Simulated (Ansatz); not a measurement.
Li₂ZnCl₄:
```
Li2ZnCl4
1.0
    0.00000     5.15850     5.15850
    5.15850     0.00000     5.15850
    5.15850     5.15850     0.00000
Li Zn Cl
4 2 8
Cartesian
  3.86888   3.86888   6.44813
  3.86888   6.44813   3.86888
  6.44813   6.44813   6.44813
  6.44813   3.86888   3.86888
  0.00000   0.00000   0.00000
  2.57925   2.57925   2.57925
  3.89930   6.41770   6.41770
  6.47855   6.47855   8.99695
  6.41770   3.89930   6.41770
  8.99695   8.99695   8.99695
  3.89930   3.89930   3.89930
  6.47855   8.99695   6.47855
  6.41770   6.41770   3.89930
  8.99695   6.47855   6.47855
```

Relaxed with r²SCAN. Special points in fractions of this cell's reciprocal vectors: Γ (0.000, 0.000, 0.000); X (0.500, 0.000, 0.500); U (0.625, 0.250, 0.625); K (0.375, 0.375, 0.750); L (0.500, 0.500, 0.500); W (0.500, 0.250, 0.750).

**Question.** List the band energies nearest the valence-band maximum at these points for r²SCAN in the plane-wave PAW code Ansatz.

**Answer.** In eV from the valence-band maximum; about four levels below and three above (degenerate sets whole), none deeper than 8.9 eV; points with the same levels are listed once.

| k | below | above |
|---|---|---|
| Γ | -0.21 -0.21 0.00 0.00 0.00 | 4.96 5.11 7.32 7.32 7.32 |
| X | -0.45 -0.45 -0.24 -0.24 | 6.64 6.64 8.01 8.01 |
| U | -0.51 -0.51 -0.40 -0.13 | 6.56 6.57 7.80 |
| L | -0.24 -0.24 -0.12 -0.12 | 5.91 6.04 7.85 7.85 |
| W | -0.41 -0.41 -0.29 -0.29 | 6.64 6.64 7.99 7.99 |

Space group Fd-3m (spinel). The workflow started from a Materials Project entry (that database holds measured and hypothetical structures alike); the Crystallography Open Database files this formula in space group No. 227, but the cells were not matched. Whether it is the stable phase at ambient conditions was not checked. The r²SCAN relaxation kept the symmetry of its start; whether a distortion lowers the energy is not shown.

Potentials: the later of the program's two PAW sets.
